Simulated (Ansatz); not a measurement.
**Does this entry for La3MgTi4O12 lie near equilibrium?**

The cell is a Materials Project structure (computed, not necessarily an observed phase), taken as it stands.

Space group Amm2 (No. 38); a = 7.9319, b = 7.8130, c = 7.7886 Å.

```
site  Wyckoff  site symmetry       x       y       z
 La1       2b            mm2  0.5000  0.0000  0.7705
 La2       2a            mm2  0.0000  0.0000  0.7381
 La3       2b            mm2  0.5000  0.0000  0.2628
  Mg       2a            mm2  0.0000  0.0000  0.2312
  Ti       8f              1  0.2434  0.7509  0.4995
  O9       4c            .m.  0.3003  0.0000  0.0353
 O11       8f              1  0.2520  0.8025  0.7488
 O13       4d            m..  0.0000  0.6899  0.5309
 O14       4e            m..  0.5000  0.7956  0.4975
 O17       4c            .m.  0.1876  0.0000  0.4352
```

One atom of each set is listed; the run and its k-mesh use a cell of 20 atoms with edges of 7.93, 5.52, 5.52 Å.

Computed with Ansatz: DFT, PBE, plane waves and PAW, scalar-relativistic, 420 eV cutoff, Γ-centred 4×6×6 k-points, Fermi–Dirac smearing 0.05 eV.

(1) Do the atoms and the cell lie near the calculated equilibrium?

## Answers

(1) Nearly. The largest force is 0.15 eV/Å, on atom 9 (O: 2 Ti at 2.03 Å, 1 La at 2.38 Å; also 2 La at 2.60–3.32 Å, 1 Mg at 2.83 Å), and the pressure is -1.1 GPa. Relaxing the atoms is still advisable, since electric field gradients respond to shifts of a few hundredths of an ångström.
